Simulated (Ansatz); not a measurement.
The calculation used Ansatz, DFT PBE, scalar-relativistic, plane waves, PAW. All cells share a 420 eV cutoff and Γ-centred k meshes spaced at most about 0.3 Å⁻¹ (about 0.25 or finer for metals, 2π included). No spin polarisation in the final relaxations.

Temperature and zero-point effects are left out.

Two relaxed structures of Nb₃C:

1.

```cif
data_structure
_symmetry_space_group_name_H-M 'P6_3/mmc'
_symmetry_Int_Tables_number 194
_cell_length_a 5.3558
_cell_length_b 5.3558
_cell_length_c 4.7414
_cell_angle_alpha 90.000
_cell_angle_beta 90.000
_cell_angle_gamma 120.000
_cell_volume 117.79
loop_
_atom_site_label
_atom_site_type_symbol
_atom_site_symmetry_multiplicity
_atom_site_Wyckoff_symbol
_atom_site_fract_x
_atom_site_fract_y
_atom_site_fract_z
_atom_site_occupancy
Nb1 Nb 6 h 0.33676 0.16838 0.75000 1
C1 C 2 d 0.66667 0.33333 0.25000 1
```

2.

```cif
data_structure
_symmetry_space_group_name_H-M 'P6_3/m'
_symmetry_Int_Tables_number 176
_cell_length_a 6.5528
_cell_length_b 6.5528
_cell_length_c 3.2685
_cell_angle_alpha 90.000
_cell_angle_beta 90.000
_cell_angle_gamma 120.000
_cell_volume 121.54
loop_
_atom_site_label
_atom_site_type_symbol
_atom_site_symmetry_multiplicity
_atom_site_Wyckoff_symbol
_atom_site_fract_x
_atom_site_fract_y
_atom_site_fract_z
_atom_site_occupancy
Nb1 Nb 6 h 0.30893 0.38864 0.25000 1
C1 C 2 d 0.66667 0.33333 0.25000 1
```

Problem. Which form is favoured at zero pressure, and by what margin per atom?

Solution. Cell 2 is lower, by 0.74 eV/atom. Cell 1 has the Ni3Sn (D0_19) type, space group P6_3/mmc (No. 194), 14.7 Å³/atom and no gap on its mesh; cell 2 has space group P6_3/m (No. 176), 15.2 Å³/atom and no gap. Counting Nb atoms around C (those within 1.25 times the shortest such distance or 1.15 times the sum of covalent radii), cell 1 has C 12 and cell 2 has C 9. The lower one is the more open, so pressure narrows the difference. In cell 1, around Nb lie 8 Nb at 2.65–2.84 Å and 4 C at 2.68–2.82 Å; C has 12 Nb at 2.68–2.82 Å. In cell 2, Nb has 2 C at 2.39 Å, 1 C at 2.54 Å, 6 Nb at 2.72–2.85 Å, 2 Nb at 3.03 Å and 2 Nb at 3.27 Å; C has 6 Nb at 2.39 Å and 3 Nb at 2.54 Å. Both come from invented guesses.

Cells relaxed within their symmetry can be saddle points.
